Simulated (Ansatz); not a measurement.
## ZnSe5 (P-62m)

Level of theory: DFT PBE, scalar-relativistic, plane waves, PAW (Ansatz).

Plane waves to 420 eV, a k mesh through Γ of 6×6×10 on the computed 6-atom cell and Gaussian smearing (0.10 eV); no spin polarisation.

The structure is relaxed at this level of theory with its symmetry kept, and needn't be the ground state of this composition.

```cif
data_structure
_symmetry_space_group_name_H-M 'P 1'
_symmetry_Int_Tables_number 1
_cell_length_a 6.4000
_cell_length_b 6.4000
_cell_length_c 3.6654
_cell_angle_alpha 90.000
_cell_angle_beta 90.000
_cell_angle_gamma 120.000
_cell_volume 130.02
loop_
_atom_site_label
_atom_site_type_symbol
_atom_site_fract_x
_atom_site_fract_y
_atom_site_fract_z
_atom_site_occupancy
Zn1 Zn 0.00000 0.00000 0.00000 1
Se1 Se 0.66667 0.33333 0.00000 1
Se2 Se 0.33333 0.66667 0.00000 1
Se3 Se 0.00000 0.31892 0.50000 1
Se4 Se 0.68108 0.68108 0.50000 1
Se5 Se 0.31892 0.00000 0.50000 1
```

```json
{
 "Space group": "P-62m (No. 189)",
 "Volume per atom": "21.67 Å³",
 "Formation energy from the elements' standard states (uncorrected)": "+0.244 eV/atom",
 "Kohn–Sham band gap": "none (metal)",
 "Density of states at the Fermi level": "3.6 states/eV per cell",
 "Orbital (Löwdin) character within 0.5 eV of the Fermi level": "Se 4p 90 %, unprojected 4 %",
 "Bader charge by site (e)": "Zn (1 in the cell) 0.60, Se (2 in the cell) 0.03, Se (3 in the cell) -0.22"
}
```

The cell was found from a structure generator's guess, not taken from experiment. Löwdin shares on free-atom orbitals overweight diffuse shells.
